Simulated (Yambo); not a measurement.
# Optical response of BeO at -3 % isotropic strain

```xyz
4
Lattice="2.6102 0.0000 0.0000 -1.3051 2.2605 0.0000 0.0000 0.0000 4.2381" Properties=species:S:1:pos:R:3 pbc="T T T"
Be     0.0000     1.5070     4.2379
Be     1.3051     0.7535     2.1188
O      0.0000     1.5070     1.6002
O      1.3051     0.7535     3.7192
```

Yambo, RPA with local fields on PBEsol bands shifted by a G0W0 scissor of 2.90 eV; 21×21×12 mesh, 25 bands, 4 Ry local-field block, 0.2 eV broadening; field along x.

```tsv
E (eV)	Im ε	Re ε	Im ε, independent particles
0.0	0.00	2.67	0.00
0.6	0.00	2.67	0.00
1.2	0.00	2.68	0.00
1.9	0.00	2.69	0.00
2.5	0.01	2.70	0.01
3.1	0.01	2.72	0.01
3.8	0.01	2.75	0.01
4.4	0.01	2.78	0.01
5.0	0.01	2.82	0.01
5.6	0.02	2.86	0.02
6.2	0.02	2.91	0.02
6.9	0.02	2.98	0.02
7.5	0.03	3.05	0.03
8.1	0.03	3.14	0.03
8.8	0.04	3.25	0.04
9.4	0.05	3.39	0.05
10.0	0.07	3.57	0.07
10.6	0.09	3.81	0.10
11.2	0.17	4.18	0.17
11.9	0.55	4.59	0.54
12.5	0.90	4.84	0.86
13.1	1.32	5.36	1.28
13.8	2.87	5.92	2.96
14.4	4.10	5.23	4.56
15.0	4.95	3.45	5.48
15.6	4.47	2.16	4.81
16.2	3.78	1.84	4.04
16.9	3.50	1.17	3.66
17.5	2.52	1.55	2.75
18.1	2.80	2.35	3.40
18.8	3.50	1.97	4.56
19.4	3.62	1.34	4.70
20.0	3.50	1.21	4.49
```

Structure narrower than a few tenths of an eV can come from the finite k mesh. Convergence of the RPA response with its 21×21×12 mesh was not tested. The scissor comes from a G0W0 run whose convergence isn't established. No excitonic effects at this level.

Geometry strained from the cell relaxed with PBEsol, atoms relaxed again.
